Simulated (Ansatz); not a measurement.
SiRu$_{2}$ in space group P4/nmm (No. 129; Ru on 2a, Ru on 2c, Si on 2c) under volume change, PBEsol (plane waves, PAW; program Ansatz), shape and atoms relaxed at each volume.

```tsv
V (Å³/atom)	E − E(relaxed) (meV/atom)	P (GPa)
12.360	105.2	30.15
12.767	44.0	18.36
13.175	10.4	8.40
13.582	0.0	0.00
13.990	9.3	-7.08
14.397	35.0	-13.02
14.805	74.6	-17.96
```

**Question.** What does a third-order Birch–Murnaghan fit give for V₀, B₀ and B′?

**Answer.** V₀ = 13.58 Å³/atom, B₀ = 256 GPa, B′ = 4.7.

A made-up cell: these elements were put on the sites of a structure type; neither database checked (COD, Materials Project) lists it. Whether it is the stable phase at ambient conditions was not checked. The cell was relaxed with PBEsol under the symmetry of its start; of distortions, only those at the zone centre were tested. The run is not spin-polarised.

Potentials: the earlier of the program's two PAW sets.
